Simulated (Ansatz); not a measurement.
Input, command and steps of an Ansatz relaxation.

```yaml
crystal:
  lattice:
    - [0.0, 4.3791087457, 4.3791087457]
    - [4.3791087457, 0.0, 4.3791087457]
    - [4.3791087457, 4.3791087457, 0.0]
  atoms:
    - { symbol: Tl, position: [0.625, 0.625, 0.625] }
    - { symbol: Tl, position: [0.125, 0.625, 0.625] }
    - { symbol: Tl, position: [0.625, 0.625, 0.125] }
    - { symbol: Tl, position: [0.625, 0.125, 0.625] }
    - { symbol: Hg, position: [0.0, 0.0, 0.0] }
    - { symbol: Hg, position: [0.25, 0.25, 0.25] }
basis:
  ecutwfc: 420
kpoints:
  mp_grid: { grid: [4, 4, 4] }
hamiltonian:
  xc: pbe
scf:
  occupations: { method: gaussian, width: 0.1 }
  lower_state_search: "off"
output:
  forces: true
  stress: true
  eigenvalues: true
relax:
  adjacent_minimum: "off"
  f_tol: 0.04
  max_steps: 70
  cell: { stress_tol: 0.4 }
```

```bash
ansatz run input.yaml --threads 1 --pin off --max-ram 2560MiB --backend cpu --events-out ev --progress --plain --runs-dir out
```

Level of theory: DFT PBE, scalar-relativistic, plane waves, PAW in Ansatz.

Of 4 frames 4 are shown, positions in Å and forces in eV/Å; the SCF threshold varies from step to step. Steps run on the plane waves of an earlier cell, with a Pulay correction in the pressure. The basis is chosen afresh for the last frame, the zero of the energies, and at times for earlier ones too; energy and pressure step there, also at an unchanged geometry.

```xyz
6
Lattice="0.0000 4.3791 4.3791 4.3791 0.0000 4.3791 4.3791 4.3791 0.0000" Properties=species:S:1:pos:R:3:forces:R:3 pbc="T T T" step=1 free_energy_over_end_meV_per_atom=72.71 pressure_GPa=5.43
Tl    5.4739    5.4739    5.4739    0.0000    0.0000    0.0000
Tl    5.4739    3.2843    3.2843    0.0000    0.0000    0.0000
Tl    3.2843    3.2843    5.4739    0.0000    0.0000    0.0000
Tl    3.2843    5.4739    3.2843    0.0000    0.0000    0.0000
Hg    0.0000    0.0000    0.0000    0.0000    0.0000    0.0000
Hg    2.1896    2.1896    2.1896    0.0000    0.0000    0.0000
6
Lattice="0.0000 4.5788 4.5788 4.5788 0.0000 4.5788 4.5788 4.5788 0.0000" Properties=species:S:1:pos:R:3:forces:R:3 pbc="T T T" step=2 free_energy_over_end_meV_per_atom=3.51 pressure_GPa=0.82
Tl    5.7234    5.7234    5.7234    0.0000    0.0000    0.0000
Tl    5.7234    3.4341    3.4341    0.0000    0.0000    0.0000
Tl    3.4341    3.4341    5.7234    0.0000    0.0000    0.0000
Tl    3.4341    5.7234    3.4341    0.0000    0.0000    0.0000
Hg    0.0000    0.0000    0.0000    0.0000    0.0000    0.0000
Hg    2.2894    2.2894    2.2894    0.0000    0.0000    0.0000
6
Lattice="0.0000 4.6182 4.6182 4.6182 0.0000 4.6182 4.6182 4.6182 0.0000" Properties=species:S:1:pos:R:3:forces:R:3 pbc="T T T" step=3 free_energy_over_end_meV_per_atom=0.98 pressure_GPa=0.24
Tl    5.7728    5.7728    5.7728    0.0000    0.0000    0.0000
Tl    5.7728    3.4637    3.4637    0.0000    0.0000    0.0000
Tl    3.4637    3.4637    5.7728    0.0000    0.0000    0.0000
Tl    3.4637    5.7728    3.4637    0.0000    0.0000    0.0000
Hg    0.0000    0.0000    0.0000    0.0000    0.0000    0.0000
Hg    2.3091    2.3091    2.3091    0.0000    0.0000    0.0000
6
Lattice="0.0000 4.6182 4.6182 4.6182 0.0000 4.6182 4.6182 4.6182 0.0000" Properties=species:S:1:pos:R:3:forces:R:3 pbc="T T T" step=4 free_energy_over_end_meV_per_atom=0.00 pressure_GPa=0.22
Tl    5.7728    5.7728    5.7728    0.0000    0.0000    0.0000
Tl    5.7728    3.4637    3.4637    0.0000    0.0000    0.0000
Tl    3.4637    3.4637    5.7728    0.0000    0.0000    0.0000
Tl    3.4637    5.7728    3.4637    0.0000    0.0000    0.0000
Hg    0.0000    0.0000    0.0000    0.0000    0.0000    0.0000
Hg    2.3091    2.3091    2.3091    0.0000    0.0000    0.0000
```

The start puts this composition into another compound's structure type, which needn't suit it. At the end the space group is Fd-3m (tolerance 0.05 Å).

The run took 14 s on 1 thread of Arm Neoverse V2 (shared host), peak memory 0.44 GiB.

The k mesh is coarse. Spin–orbit coupling is left out, which can shift energies with elements as heavy as these.